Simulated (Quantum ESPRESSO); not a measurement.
Band energies of SrCd₂P₂

```
SrCd2P2
1.0
    4.35952     0.00000     0.00000
   -2.17976     3.77546     0.00000
    0.00000     0.00000     7.31153
P Sr Cd
2 1 2
Cartesian
  2.17976   1.25849   5.45199
  0.00000   2.51697   1.85954
  0.00000   0.00000   0.00000
  0.00000   2.51697   4.64187
  2.17976   1.25849   2.66966
```

LDA (pw.x of Quantum ESPRESSO, ONCV potentials, no spin-orbit coupling); path ΓMKΓALHA,LM,KH; energies in eV from the valence-band maximum.

```
k (1/Å)  point  band 26  band 27  band 28  band 29  band 30  band 31  band 32  band 33
-------  -----  -------  -------  -------  -------  -------  -------  -------  -------
0.00         Γ    -1.13    -1.13    -0.10     0.00     0.00     0.54     0.79     2.39
0.42              -3.26    -2.36    -1.56    -0.84    -0.78     1.60     1.94     3.36
0.83         M    -3.96    -2.47    -1.98    -1.92    -1.28     1.13     2.60     2.89
1.07              -4.11    -2.87    -2.33    -1.86    -1.48     2.23     2.70     2.95
1.31         K    -4.39    -3.65    -1.97    -1.97    -1.71     2.92     2.92     2.98
1.50              -4.24    -3.23    -2.39    -1.82    -1.41     2.53     3.15     3.18
2.08              -1.87    -1.26    -1.04    -0.36    -0.12     1.27     1.36     2.58
2.27         Γ    -1.13    -1.13    -0.10     0.00     0.00     0.54     0.79     2.39
2.70         A    -1.78    -0.72    -0.72    -0.60    -0.60     0.73     1.65     3.00
3.04              -2.71    -1.54    -1.40    -1.36    -0.70     1.75     2.40     2.50
3.54         L    -4.56    -2.32    -2.21    -0.94    -0.87     1.39     1.95     1.98
3.86              -4.46    -2.97    -2.24    -1.77    -1.26     1.92     2.41     3.35
4.02         H    -4.48    -3.19    -2.41    -1.58    -1.58     2.24     2.24     4.12
4.34              -4.17    -2.55    -1.89    -1.73    -1.18     2.04     2.16     3.28
4.82              -1.82    -1.28    -1.02    -0.75    -0.73     1.36     1.86     2.96
4.98         A    -1.78    -0.72    -0.72    -0.60    -0.60     0.73     1.65     3.00
4.98         L    -4.56    -2.32    -2.21    -0.94    -0.87     1.39     1.95     1.98
5.41         M    -3.96    -2.47    -1.98    -1.92    -1.28     1.13     2.60     2.89
5.41         K    -4.39    -3.65    -1.97    -1.97    -1.71     2.92     2.92     2.98
5.84         H    -4.48    -3.19    -2.41    -1.58    -1.58     2.24     2.24     4.12
```

The LDA gap is direct, 0.54 eV at Γ.

Spin-orbit splittings are left out.

Geometry of the Materials Project entry, not relaxed at this level.

The structure is a Materials Project entry; no match was found in the copy of COD used, and its stability was not checked.
